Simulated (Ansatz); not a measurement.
C: relaxed-ion elastic tensor

Method: DFT r2SCAN+D3(BJ), scalar-relativistic, plane waves, PAW (Ansatz 0.2.0). Settings: 500 eV plane-wave cutoff, Γ-centred 18×18×6 mesh, Fermi-Dirac smearing of 0.15 eV. No spin polarisation.

The cell, relaxed at this level:
```
CELL_PARAMETERS angstrom
2.45548 0.00000 0.00000
-1.22774 2.12651 0.00000
0.00000 0.00000 6.72905
ATOMIC_POSITIONS crystal
C 0.00000 0.00000 0.00250
C 0.00000 0.00000 0.50250
C 0.33333 0.66667 0.00250
C 0.66667 0.33333 0.50250
```

In a metal, frequencies and elastic constants depend on the k mesh and the smearing, soft modes and shear constants most.

Q: Give the relaxed-ion elastic constants (GPa, Voigt order xx yy zz yz xz xy, on the axes of the cell above).

A:
```
1092.8  186.2   -5.7    0.0    0.0    0.0
 186.2 1092.8   -5.7    0.0    0.0    0.0
  -5.7   -5.7   37.9    0.0    0.0    0.0
   0.0    0.0    0.0    3.9    0.0    0.0
   0.0    0.0    0.0    0.0    3.9    0.0
   0.0    0.0    0.0    0.0    0.0  453.3
```

Q: Is the crystal stable against homogeneous strain?

A: Too close to call: the least eigenvalue is 3.9 GPa, within what the k mesh leaves open in a metal.

The bands only touch here, so at this level the crystal is a zero-gap semiconductor or semimetal, not an ordinary metal.

Cost: 1 run of about 4.6 core-minutes, on Arm Neoverse V1 (shared hosts).